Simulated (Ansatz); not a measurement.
BSe2:
```yaml
crystal:
  lattice:
    - [7.45537, 0.00000, 0.00000]
    - [0.00000, 11.26386, 0.00000]
    - [-3.94691, 0.00000, 7.42411]
  atoms:
    - { symbol: B, position: [0.32400, 0.36486, 0.23220] }
    - { symbol: B, position: [0.67600, 0.63514, 0.76780] }
    - { symbol: B, position: [0.67600, 0.86486, 0.26780] }
    - { symbol: B, position: [0.32400, 0.13514, 0.73220] }
    - { symbol: B, position: [0.51582, 0.13116, 0.25157] }
    - { symbol: B, position: [0.48418, 0.86884, 0.74843] }
    - { symbol: B, position: [0.48418, 0.63116, 0.24843] }
    - { symbol: B, position: [0.51582, 0.36884, 0.75157] }
    - { symbol: Se, position: [0.25608, 0.53329, 0.22346] }
    - { symbol: Se, position: [0.74392, 0.46671, 0.77654] }
    - { symbol: Se, position: [0.74392, 0.03329, 0.27654] }
    - { symbol: Se, position: [0.25608, 0.96671, 0.72346] }
    - { symbol: Se, position: [0.57629, 0.30039, 0.25844] }
    - { symbol: Se, position: [0.42371, 0.69961, 0.74156] }
    - { symbol: Se, position: [0.42371, 0.80039, 0.24156] }
    - { symbol: Se, position: [0.57629, 0.19961, 0.75844] }
    - { symbol: Se, position: [0.25882, 0.07672, 0.22450] }
    - { symbol: Se, position: [0.74118, 0.92328, 0.77550] }
    - { symbol: Se, position: [0.74118, 0.57672, 0.27550] }
    - { symbol: Se, position: [0.25882, 0.42328, 0.72450] }
    - { symbol: Se, position: [0.10688, 0.26262, 0.21110] }
    - { symbol: Se, position: [0.89312, 0.73738, 0.78890] }
    - { symbol: Se, position: [0.89312, 0.76262, 0.28890] }
    - { symbol: Se, position: [0.10688, 0.23738, 0.71110] }
```

Relaxed with r²SCAN. Special points in fractions of this cell's reciprocal vectors: Γ (0.000, 0.000, 0.000); Z (0.000, 0.500, 0.000); D (0.000, 0.500, 0.500); B (0.000, 0.000, 0.500); A (-0.500, 0.000, 0.500); E (-0.500, 0.500, 0.500); C2 (-0.500, 0.500, 0.000); Y2 (-0.500, 0.000, 0.000).

Q: List the band energies nearest the valence-band maximum at these points for DFT-r²SCAN in the program Ansatz with PAW potentials.

A: In eV from the valence-band maximum; about four levels below and three above (degenerate sets whole), none deeper than 8.9 eV; points with the same levels are listed once.

```json
[
 {"k": "Γ", "below": "-0.83 -0.67 -0.33 0.00", "above": "2.09 2.16 2.74"},
 {"k": "Z", "below": "-0.57 -0.57 -0.28 -0.28", "above": "2.37 2.37 2.39 2.39"},
 {"k": "D", "below": "-0.48 -0.48 -0.38 -0.38", "above": "2.39 2.39 2.41 2.41"},
 {"k": "B", "below": "-0.75 -0.75 -0.12 -0.12", "above": "2.15 2.15 2.57 2.57"},
 {"k": "A", "below": "-0.73 -0.73 -0.17 -0.17", "above": "2.06 2.06 2.55 2.55"},
 {"k": "E", "below": "-0.45 -0.45 -0.32 -0.32", "above": "2.41 2.41 2.41 2.41"},
 {"k": "C2", "below": "-0.67 -0.67 -0.19 -0.19", "above": "2.38 2.38 2.44 2.44"},
 {"k": "Y2", "below": "-0.74 -0.71 -0.26 -0.05", "above": "2.04 2.05 2.47"}
]
```

Space group P2_1/c. The first step of the workflow began from a Materials Project structure, measured or hypothetical; the Crystallography Open Database copy checked does not list it. Its standing as an ambient phase is unchecked. The r²SCAN relaxation kept the symmetry of its start; whether a distortion lowers the energy is not shown. A crystal of weakly bound chains computed without a dispersion correction: the cell and the soft elastic constants depend strongly on that. Scalar-relativistic: spin–orbit coupling is off unless named, which matters more the heavier the elements.

Potentials: the later of the program's two PAW sets.
